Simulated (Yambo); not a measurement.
Input:

```
CELL_PARAMETERS angstrom
      4.11205     0.00000     0.00000
      0.00000     4.11205     0.00000
      0.00000     0.00000     4.11205
ATOMIC_POSITIONS crystal
  Br 0.50000 0.50000 0.50000
  Cs 0.00000 0.00000 0.00000
```

Workflow: PBEsol (Quantum ESPRESSO, PseudoDojo norm-conserving, 50 Ry, without SOC), then G0W0 in Yambo (4×4×4 Γ-centred k mesh, 177 bands and a 10 Ry block in the screening, 177 bands in G with the Bruneval-Gonze terminator, plasmon pole fitted at 27.2 eV).

Question: Give the PBEsol and G0W0 gaps between the band edges found on this mesh, and say where the edges lie.

Answer: Edges: Γ → Γ. PBEsol: 4.60 eV; G0W0: 6.88 eV. Convergence of the G0W0 settings was not tested. Spin-orbit splittings are left out.

Geometry strained from the cell relaxed with PBEsol, atoms relaxed again.
